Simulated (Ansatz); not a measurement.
Born–Oppenheimer molecular dynamics of a 22-atom Li6SiS2N2 cell at 15.45 Å³/atom, computed with Ansatz: Langevin thermostat at 300 K, 250 steps of 1.5 fs, friction 0.03 1/fs. The run is short and the cell small, so it isn't an equilibrium average.

```yaml
crystal:
  lattice:
    - [7.057594, 0.230022, -0.012787]
    - [0.230022, 6.822669, -0.207097]
    - [-0.012787, -0.207097, 7.075294]
  atoms:
    - { symbol: Si, position: [0.335022648, 0.0752773562, 0.8377553509] }
    - { symbol: Si, position: [0.0830588898, 0.6921433151, 0.0828802468] }
    - { symbol: S, position: [0.9625659005, 0.3798620334, 0.0405048457] }
    - { symbol: S, position: [0.8235996154, 0.8269087297, 0.2704766207] }
    - { symbol: S, position: [0.9528816382, 0.8187237012, 0.8388299098] }
    - { symbol: S, position: [0.3463016649, 0.4438211456, 0.5287713208] }
    - { symbol: Li, position: [0.6104014212, 0.4107802527, 0.7051212666] }
    - { symbol: Li, position: [0.9784089172, 0.4922791737, 0.6943562309] }
    - { symbol: Li, position: [0.6037139209, 0.7269398437, 0.0260151648] }
    - { symbol: Li, position: [0.1171609391, 0.1849218077, 0.5332405783] }
    - { symbol: Li, position: [0.7976347027, 0.1612453451, 0.218076776] }
    - { symbol: Li, position: [0.4421399798, 0.3984578207, 0.1171005735] }
    - { symbol: Li, position: [0.8266277972, 0.9240484208, 0.5484027561] }
    - { symbol: Li, position: [0.5445227716, 0.1370906995, 0.5427935848] }
    - { symbol: Li, position: [0.8338211152, 0.170360403, 0.8076135027] }
    - { symbol: Li, position: [0.2874419907, 0.6836149871, 0.7710085487] }
    - { symbol: Li, position: [0.8073685514, 0.4390430463, 0.3546333363] }
    - { symbol: Li, position: [0.3644886457, 0.7569068422, 0.3768771137] }
    - { symbol: "N", position: [0.3797981673, 0.9390143899, 0.6455605867] }
    - { symbol: "N", position: [0.809992421, 0.2319387664, 0.5411200595] }
    - { symbol: "N", position: [0.7347425225, 0.3400106432, 0.0305593401] }
    - { symbol: "N", position: [0.3209336804, 0.665535749, 0.1080738895] }
  symmetry: { detect: false }
basis:
  ecutwfc: 420
  xc_grid: 1
kpoints:
  mp_grid: { grid: [1, 1, 1], shift: [0.25, 0.25, 0.25] }
hamiltonian:
  xc: pbe
  dispersion: d3bj
scf:
  occupations: { method: fermi_dirac, width: 0.05 }
  lower_state_search: "off"
  convergence: { dr2_threshold: 1.0e-05 }
output:
  forces: true
  stress: true
md:
  timestep: 1.5
  n_steps: 250
  ensemble: nvt_langevin
  friction: 0.03
  temperature: 300.0
  initial_velocities: maxwell_boltzmann
  seed: 10866
```

```bash
ansatz run input.yaml --threads 2 --pin off --max-ram 5120MiB --backend cpu --events-out ev --progress --plain --runs-dir out
```

All numbers below come from DFT PBE+D3(BJ), scalar-relativistic, plane waves, PAW (Ansatz).

5 frames, positions in Å (not wrapped into the cell) and forces in eV/Å:

```xyz
22
Lattice="7.058 0.230 -0.013 0.230 6.823 -0.207 -0.013 -0.207 7.075" Properties=species:S:1:pos:R:3:forces:R:3 pbc="T T T" time_fs=0.0 temperature_K=286 free_energy_over_first_frame_eV=0.000
Si    2.371    0.417    5.907    0.260   -0.100    0.360
Si    0.744    4.724    0.442   -0.710   -0.760    0.580
S     6.880    2.805    0.196    2.050    0.140    0.060
S     5.999    5.775    1.732    0.710   -1.530   -1.270
S     6.903    5.631    5.753   -0.220    0.100   -0.720
S     2.539    2.998    3.645   -0.730   -0.440    0.150
Li    4.393    2.797    4.896    0.620    0.090    0.230
Li    7.010    3.440    4.798    0.060   -0.330   -0.090
Li    4.428    5.093    0.026   -0.110   -0.130    0.300
Li    0.863    1.178    3.733   -0.260   -0.090   -0.350
Li    5.664    1.238    1.499    0.150   -1.000    0.600
Li    3.211    2.796    0.740    0.240   -0.010    0.110
Li    6.040    6.381    3.678    0.350    0.790    1.130
Li    3.868    0.948    3.805   -0.170    0.160   -0.680
Li    5.914    1.187    5.668    0.160   -0.290    0.100
Li    2.176    4.571    5.310    0.200    0.490   -0.100
Li    5.795    3.108    2.408   -0.190    0.610    0.120
Li    2.742    5.170    2.505    0.050   -0.130    0.470
N     2.888    6.360    4.368   -0.060    0.070   -0.440
N     5.763    1.657    3.770    0.460    0.450    0.500
N     5.263    2.482    0.136   -2.020    1.130   -0.280
N     2.417    4.592    0.623   -0.840    0.780   -0.760
22
Lattice="7.058 0.230 -0.013 0.230 6.823 -0.207 -0.013 -0.207 7.075" Properties=species:S:1:pos:R:3:forces:R:3 pbc="T T T" time_fs=93.0 temperature_K=345 free_energy_over_first_frame_eV=-1.238
Si    2.431    0.485    5.711    0.130    0.450    0.020
Si    0.627    4.715    0.348   -1.740    0.120   -0.270
S     6.857    2.833    0.118   -0.650   -0.300    0.200
S     6.006    5.530    1.775    0.550    0.330    0.010
S     6.725    5.596    5.629   -0.220   -0.250    0.040
S     2.498    3.040    3.664    0.080   -0.050   -0.180
Li    4.471    2.944    5.147    0.060   -0.230   -0.160
Li    6.949    3.284    4.766    0.070    0.200   -0.070
Li    4.314    4.852    0.181    0.060   -0.030    0.140
Li    0.708    1.467    3.343    0.300   -0.020   -0.070
Li    5.713    1.210    1.550    0.140   -0.100   -0.190
Li    2.874    2.829    0.851    0.160    0.220   -0.110
Li    6.383    6.771    3.646    0.260   -0.590   -0.120
Li    4.029    1.147    3.425   -0.750   -0.100    0.440
Li    5.697    1.120    5.686    0.160   -0.070    0.560
Li    2.370    4.788    5.222   -0.560    0.050    0.080
Li    5.228    3.350    2.415    0.190   -0.160    0.250
Li    2.642    5.270    2.557   -0.200   -0.110   -0.140
N     2.778    6.496    4.113    0.100    0.000   -0.250
N     5.806    1.800    3.849    0.190    0.610   -0.460
N     5.056    2.718    0.155    0.470    0.190    0.010
N     2.259    4.803    0.412    1.190   -0.160    0.270
22
Lattice="7.058 0.230 -0.013 0.230 6.823 -0.207 -0.013 -0.207 7.075" Properties=species:S:1:pos:R:3:forces:R:3 pbc="T T T" time_fs=187.5 temperature_K=360 free_energy_over_first_frame_eV=-1.441
Si    2.470    0.792    5.721   -0.620   -0.150   -0.970
Si    0.589    4.613    0.464    2.070    0.110   -0.760
S     6.900    2.660    0.248   -0.390    0.290    0.310
S     6.349    5.591    1.999   -0.240   -0.040    0.260
S     6.571    5.322    5.793   -0.800    0.710   -0.670
S     2.409    3.226    3.830    0.470   -0.470    0.060
Li    4.774    2.929    4.970   -0.670    0.450    0.290
Li    7.111    3.259    4.804    0.330   -0.240   -0.040
Li    4.424    5.296    0.210   -0.140   -0.400    0.050
Li    0.776    1.746    2.981   -0.130   -0.100   -0.050
Li    5.621    1.112    1.612    0.260    0.160    0.340
Li    3.288    3.002    0.585   -0.190    0.230   -0.110
Li    7.269    6.774    3.847   -0.080    0.160    0.110
Li    3.814    1.011    3.568    0.260    0.270   -0.080
Li    5.687    1.069    5.739    0.120   -0.270    0.080
Li    2.259    5.094    5.233   -0.300   -0.520    0.540
Li    5.407    3.375    2.516   -0.010   -0.250   -0.170
Li    2.287    5.218    2.500    0.100    0.200   -0.020
N     2.370    6.739    4.138    0.190    0.430    0.430
N     5.858    1.795    3.807    0.200    0.120    0.010
N     5.145    2.726    0.245    0.750   -0.450   -0.070
N     2.318    4.852    0.389   -1.170   -0.240    0.490
22
Lattice="7.058 0.230 -0.013 0.230 6.823 -0.207 -0.013 -0.207 7.075" Properties=species:S:1:pos:R:3:forces:R:3 pbc="T T T" time_fs=282.0 temperature_K=246 free_energy_over_first_frame_eV=-1.454
Si    2.240    0.994    5.368    0.330    0.040    0.160
Si    0.556    4.708    0.318   -2.380    0.040    0.530
S     7.015    2.801    0.389    0.000   -0.170    0.440
S     6.212    5.673    1.868    0.030    0.250   -0.080
S     6.374    5.353    5.606    0.300    0.040    0.050
S     2.794    3.167    4.010   -0.460    0.040    0.180
Li    5.058    3.416    4.783   -0.290   -0.150    0.210
Li    7.356    3.218    4.985    0.120   -0.070   -0.260
Li    4.576    4.975    0.090   -0.140    0.060    0.490
Li    1.077    1.709    3.093   -0.090   -0.210   -0.040
Li    5.774    1.295    1.890    0.110   -0.460    0.060
Li    3.276    2.854    0.302    0.060    0.030    0.060
Li    7.160    6.827    3.792    0.200    0.140    0.020
Li    4.413    1.203    3.938   -0.620   -0.120   -0.180
Li    5.988    1.300    5.986   -0.350   -0.450   -0.480
Li    2.185    5.087    5.435    0.070    0.150   -0.210
Li    5.712    3.460    2.464   -0.010   -0.210   -0.070
Li    2.359    5.144    2.370   -0.030    0.420    0.570
N     2.183    6.782    3.926    0.050   -0.430   -0.060
N     6.103    1.946    4.009    0.660    0.370   -0.550
N     5.312    2.579    0.457   -0.370    0.630   -0.010
N     2.142    4.785    0.496    2.810    0.050   -0.820
22
Lattice="7.058 0.230 -0.013 0.230 6.823 -0.207 -0.013 -0.207 7.075" Properties=species:S:1:pos:R:3:forces:R:3 pbc="T T T" time_fs=375.0 temperature_K=372 free_energy_over_first_frame_eV=-1.603
Si    2.536    0.888    5.436   -0.080   -0.060   -0.160
Si    0.597    4.809    0.394    2.430   -1.100   -0.460
S     7.062    2.824    0.244    0.180    0.230    0.010
S     6.340    5.693    1.921   -0.340   -0.140    0.350
S     6.511    5.438    5.640    0.210    0.190    0.130
S     2.752    3.177    4.155    0.020    0.190    0.110
Li    5.180    3.513    5.005   -0.380   -0.350    0.060
Li    7.417    3.210    4.617    0.310    0.190    0.500
Li    4.425    5.129    0.556   -0.300   -0.110   -0.250
Li    1.308    1.674    3.036   -0.230   -0.520   -0.150
Li    6.070    1.128    1.603   -0.160    0.440    0.250
Li    3.296    2.955   -0.066    0.190    0.200    0.340
Li    7.178    6.836    3.764    0.450    0.320   -0.070
Li    4.239    1.509    3.547    0.600   -0.220   -0.230
Li    5.960    1.241    5.721   -0.190   -0.030   -0.010
Li    2.298    5.112    5.462   -0.020    0.050    0.050
Li    5.957    3.376    2.439   -0.170   -0.220   -0.480
Li    2.532    5.200    2.648   -0.140    0.110   -0.290
N     2.521    6.735    3.934   -0.240   -0.060    0.030
N     6.293    1.928    3.679   -0.400    0.170    0.660
N     5.359    2.605    0.297   -0.270    0.320   -0.290
N     2.351    4.803    0.478   -1.460    0.370   -0.080
```

Over the second half the temperature averages 299 K and the pressure (kinetic part included, positive in compression) -4.3 GPa. Mean square displacements at the end: Li 0.35 Å², N 0.19 Å², S 0.26 Å², Si 0.19 Å² (from the start of this run, the atoms' common shift taken off).

One k point is coarse for so small a cell, so forces and above all the pressure are rough.

It took 3.9 min on 2 threads of Arm Neoverse V2 (shared host), peak memory 0.45 GiB.